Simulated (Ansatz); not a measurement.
An element in the fcc structure gives these cold pressures by all-electron LAPW under PBEsol (Ansatz 0.2.0, scalar-relativistic, no spin polarisation).

```tsv
V (Å³/atom)	P (GPa)
14.06	-0.04
12.94	39.4
11.81	103.2
10.69	206.7
9.56	377.7
8.44	667.8
7.31	1181
6.33	1983
```

Which element is it?

Ir. Its zero-pressure volume in this structure is near 14.1 Å³/atom; the volume and the steepness of P(V) together point to it, though neighbours can come close. This is the case that was computed; others weren't tested.
